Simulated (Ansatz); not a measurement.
Cs$_{2}$O:
```xyz
3
Lattice="2.0550 1.1865 6.9268 -2.0550 1.1865 6.9268 0.0000 -2.3729 6.9268" Properties=species:S:1:pos:R:3 pbc="T T T"
Cs     0.0000     0.0000     5.4187
Cs     0.0000     0.0000    15.3617
O      0.0000     0.0000     0.0000
```

DFT-PBEsol in the program Ansatz with PAW potentials gives a gap of 0.93 eV without spin–orbit coupling, maximum at L, minimum at Γ.

Q: What happens when spin–orbit coupling is switched on?

A: The gap falls by 0.01 eV, to 0.92 eV; maximum at L, minimum at Γ.

Q: Give the electron effective mass with spin–orbit coupling.

A: 0.34, 0.34, 0.41 mₑ (principal values).

Space group R-3m. Its axis ratio c/a = 5.06 departs by over 6 % from that of the usual cell of this phase: another minimum, or an error of the functional. The cell was relaxed with PBEsol under the symmetry of its start; whether a distortion lowers the energy is not shown.

Potentials: the later of the program's two PAW sets.
